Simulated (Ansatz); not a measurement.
ReB2 in space group P6/mmm (No. 191; Re on 1a, B on 2d) at seven volumes, PBE (plane waves, PAW; program Ansatz), shape and atoms relaxed at each. One row is withheld.

```tsv
V (Å³/atom)	P (GPa)
7.966	36.82
8.229	22.59
8.491	10.42
8.754	0.00
9.017	-8.92
9.279	?
9.542	-23.06
```

Question: Fit the shown pressures and predict the withheld one.

Answer: P = (3/2)B₀(x^(7/2) − x^(5/2))[1 + (3/4)(B′ − 4)(x − 1)] with x = (V₀/V)^(2/3). Least squares on the six rows gives V₀ = 8.754 Å³/atom, B₀ = 320 GPa, B′ = 4.18. At V = 9.279, x = 0.9619 and P = -16.50 GPa. The run itself gave -16.54 GPa.

The cell is a constructed one: a structure type filled with these elements; neither database checked (COD, Materials Project) lists it. COD files the formula under space group No. 194, so this cell is another polymorph or a model. Its standing as an ambient phase is unchecked. Symmetry was held in the PBE relaxation; its stability against distortions is not shown here. No spin polarisation was allowed. Scalar-relativistic: spin–orbit coupling is off unless named, which matters more the heavier the elements.

Potentials: the earlier of the program's two PAW sets.
